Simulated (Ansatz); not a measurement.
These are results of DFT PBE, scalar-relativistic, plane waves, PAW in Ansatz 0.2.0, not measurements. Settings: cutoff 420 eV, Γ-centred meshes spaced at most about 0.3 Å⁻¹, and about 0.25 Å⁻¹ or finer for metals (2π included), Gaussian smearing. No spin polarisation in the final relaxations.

These are static total energies at zero pressure.

Two forms of InBiO were relaxed alike.

A.

```yaml
crystal:
  lattice:
    - [3.61747, 0.00000, 0.00000]
    - [-1.80873, 3.13282, 0.00000]
    - [0.00000, 0.00000, 6.10386]
  atoms:
    - { symbol: In, position: [0.00000, 0.00000, 0.50000] }
    - { symbol: Bi, position: [0.33333, 0.66667, 0.00000] }
    - { symbol: O, position: [0.66667, 0.33333, 0.50000] }
```

B.

```yaml
crystal:
  lattice:
    - [3.49513, 0.00000, 0.00000]
    - [0.00000, 4.38797, 0.00000]
    - [0.00000, 0.00000, 5.61690]
  atoms:
    - { symbol: In, position: [0.50000, 0.00000, 0.50000] }
    - { symbol: Bi, position: [0.00000, 0.00000, 0.00000] }
    - { symbol: O, position: [0.00000, 0.50000, 0.00000] }
```

Question: Which would you expect to be lower, and how large is the difference?

Answer: A is lower, by 0.37 eV/atom. A has space group P-6m2 (No. 187), 23.1 Å³/atom and no gap on its mesh; B has space group Pmmm (No. 47), 28.7 Å³/atom and no gap. Counting O atoms around Bi and In (those within 1.25 times the shortest such distance or 1.15 times the sum of covalent radii, 1.27 where that leaves under three; the shortest distance is added where it exceeds 1.18 times the sum of covalent radii), A has In 3, Bi 6 from 3.7 Å and B has In 8 from 4.0 Å, Bi 2. Both come from invented guesses. A third cell relaxed alike, in P4/nmm, lies 293 meV/atom below the lower of the two.

No dispersion correction is applied, so the spacing and binding between layers, chains or molecules are poorly described (P-6m2), and this can change margins and order among such cells. Spin–orbit coupling, which can matter for Bi, is left out. Cells relaxed within their symmetry can be saddle points.
